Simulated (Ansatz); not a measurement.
Theory: DFT, m-r2SCAN, plane waves (500 eV) with PAW, scalar-relativistic (Ansatz 0.2.0). The PAW files were generated under PBE, with cores re-solved for the functional.

An element in the simple cubic structure gives this curve. The cell is scaled uniformly from the relaxed one, with fractional coordinates and shape fixed. Energies are extrapolated to zero smearing, pressures are those at the given smearing. Magnetic state: ferromagnetic.

```tsv
V (Å³/atom)	E − E₀ (meV/atom)	P (GPa)	sphere moment (μB)
22.945	50.8	5.57	0.51
23.988	21.5	3.43	0.54
25.031	5.1	1.58	0.55
26.074	0.0	-0.01	0.56
27.117	4.6	-1.38	0.57
28.160	17.6	-2.57	0.57
29.203	37.9	-3.58	0.57
```

(1) Which element is it?
A. niobium
B. iridium
C. titanium
D. scandium

Answers

(1) D. Its fit is V₀ = 26.08 Å³/atom, B₀ = 37 GPa, B₀′ = 2.6.

m-r²SCAN is r²SCAN on the gauge-invariant kinetic-energy density; without spin polarisation the two are equal.
